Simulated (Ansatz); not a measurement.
A trial cell of InGe2O2, before relaxation:

```xyz
5
Lattice="4.0089 0.0000 0.0000 -2.0045 3.4718 0.0000 0.0000 0.0000 6.5120" Properties=species:S:1:pos:R:3 pbc="T T T"
In    0.0000    0.0000    0.0000
Ge    2.0045    1.1573    2.3473
Ge    0.0000    2.3146    4.1647
O     2.0045    1.1573    4.7620
O     0.0000    2.3146    1.7500
```

The calculation used Ansatz, DFT PBE, scalar-relativistic, plane waves, PAW. Cutoff 420 eV, Gaussian smearing, Γ-centred meshes. Cell and atoms relax first on a coarse mesh and then on a finer one. In between, the cell is made exact in the group found at 0.06 Å. In metals the finer mesh still leaves noise of several meV/atom or more. The steps can't lower the symmetry of their start. No spin polarisation.

A guess keeps its type if space group and coordination stay and the shape of the cell changes little (axis ratios within about 15 %, angles within 6°); the volume may change.

Question: Does this structure survive the relaxation?

Answer: It doesn't keep its type. The symmetry stays P-3m1 (No. 164). The volume per atom grows by 7.0 %, from 18.1 to 19.4 Å³. The shortest distance goes from 2.39 Å (Ge–O) to 1.98 Å (Ge–O). The ratio c/a of the conventional cell changes by a factor of 1.45. Counting neighbours within 15 % of an atom's shortest distance, the start has Ge 4, In 12, O 4 and the end Ge 4, In 18, O 4. In detail, at the end around In lie 6 In at 3.62 Å, 6 Ge at 3.65 Å and 6 O at 4.14 Å; Ge has 1 O at 1.98 Å, 3 O at 2.17 Å, 3 Ge at 3.30 Å, 6 Ge at 3.62 Å and 3 In at 3.65 Å; O is surrounded by 1 Ge at 1.98 Å, 3 Ge at 2.17 Å, 3 O at 2.52 Å, 6 O at 3.62 Å, 9 Ge at 4.13–4.22 Å and 3 In at 4.14 Å.

```xyz
5
Lattice="3.6185 0.0000 0.0000 -1.8092 3.1337 0.0000 0.0000 0.0000 8.5490" Properties=species:S:1:pos:R:3 pbc="T T T"
In    0.0000    0.0000    0.0000
Ge    1.8092    1.0446    2.9953
Ge    0.0000    2.0891    5.5537
O     1.8092    1.0446    4.9757
O     0.0000    2.0891    3.5733
```

The last run used a 12×12×6 mesh (in the run's order of axes) for its 5-atom cell and Gaussian smearing of 0.10 eV. An odd number of electrons in the primitive cell allows no gap without spin; a larger cell or a magnetic state could open one. A structure relaxed within its symmetry needn't be a true minimum.
